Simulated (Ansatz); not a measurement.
A geometry of ZnAu away from equilibrium: the start of the relaxation of a generated cell, ZnAu built in the AFLOW prototype AB_tP8_136_g_f (as in BeO). Method: PBEsol (plane waves to 420 eV, PAW, scalar-relativistic; Ansatz, a quantum-chemistry and plane-wave program). Γ-centred k-mesh 6×6×9 on the run's cell (coarser than for final values), Fermi–Dirac smearing 0.05 eV.

```xyz
8
Lattice="6.0069 0.0000 0.0000 0.0000 6.0069 0.0000 0.0000 0.0000 3.4650" Properties=species:S:1:pos:R:3:forces:R:3 pbc="T T T" free_energy=-65136.661 pressure_GPa=86.2
Zn     2.0183     3.9886     0.0000   -0.7830    0.7830    0.0000
Zn     5.0218     5.0218     1.7325   -0.7830   -0.7830    0.0000
Zn     0.9851     0.9851     1.7325    0.7830    0.7830    0.0000
Zn     3.9886     2.0183     0.0000    0.7830   -0.7830    0.0000
Au     1.8621     1.8621     0.0000   -1.5996   -1.5996    0.0000
Au     4.8656     1.1413     1.7325   -1.5996    1.5996    0.0000
Au     1.1413     4.8656     1.7325    1.5996   -1.5996    0.0000
Au     4.1448     4.1448     0.0000    1.5996    1.5996    0.0000
```

Positions in Å, forces in eV/Å, free energy of the cell in eV (comparable only within this code, potentials and settings). Largest force: 2.26 eV/Å, on Au5, Au6, Au7, Au8 (atoms numbered as listed); the geometry lies 1.82 eV/atom above the end of its relaxation.

No spin polarisation in the result.

The run could not lose the symmetry of its start, so the end can be a saddle point.

The end of the path is a generated cell of ZnAu: the first start was made by placing the elements on the sites of a structure type, and the end was not matched to a known phase here, so it may be hypothetical. Known forms of ZnAu include space group No. 221.
